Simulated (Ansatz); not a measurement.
According to PBE in the plane-wave PAW code Ansatz, AlBN2 in the chalcopyrite structure (I-42d) relaxes to a = 4.105 Å, c = 7.686 Å. Al has 4 nearest neighbours from 1.89 Å (tetrahedral); B has 4 nearest neighbours from 1.62 Å (tetrahedral). Its formation energy from the elements is -1.03 eV/atom, with no fitted shifts.

It is gapped at this level: 2.89 eV (direct). The valence maximum lies at Γ and the conduction minimum at Γ. Electrons at the band edge weigh 0.36, 0.36, 0.44 mₑ (principal values). The hole mass is 0.38, 0.90, 0.90 mₑ (principal values).

The bulk modulus is 258 GPa.

The start of the workflow was typed in or built on a structure type; neither database checked (COD, Materials Project) lists it. Its standing as an ambient phase is unchecked. Symmetry was held in the PBE relaxation; its stability against distortions is not shown here. The volume moved by -17 % from the start of the relaxation. The references are the lowest solids computed at this level, not always the standard phases (solids in place of the gases).

Potentials: the later of the program's two PAW sets.
